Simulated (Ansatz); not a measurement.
# Mo: energy along a strain

Mo, P6/mmm, a = 2.736 Å, c = 2.555 Å (as given, not relaxed at this level: 0.5 GPa). This isn't the element's structure at ambient conditions. Ansatz: r2SCAN, PAW, 500 eV, Γ-centred 18×18×18 mesh on 1 atom, Gaussian smearing 0.15 eV; no spin polarisation. Cell vectors (Å): 2.736 0.000 0.000; -1.368 2.369 0.000; 0.000 0.000 2.555. The cell is strained by x per cent times the pattern (1 1 0 0 0 0) in the order xx yy zz yz xz xy (engineering shears), with fractional coordinates held. y is the free energy over the start, V0 = 16.559 Å³/atom. Points with a strain past 8.5 % were computed too (3) and aren't used here.

| x (%) | y (meV/atom) |
| --- | --- |
| -7.50 | 459.84 |
| -5.00 | 199.11 |
| -2.50 | ? |
| 0.00 | 0.00 |
| 2.50 | 23.09 |
| 5.00 | 104.67 |
| 7.50 | 229.40 |

Fit y = c1 x + c2 x² + c3 x³ to the other rows, get the stiffness along the pattern, and predict the missing energy.

Least squares on the rows shown. y = −4.7570 x + 6.1179 x² − 0.18847 x³. The clamped-ion stiffness p·C·p = 2 × 61.18 eV × 160.2 / 16.559 Å³ = 1184 GPa (second derivative at the start, which stands under stress). At x = -2.50 the fit asked for gives 53.07 meV/atom. The run gave 52.43 meV/atom, so the fit is 0.64 meV/atom too high, within the rms miss on the fitted rows (0.75 meV/atom).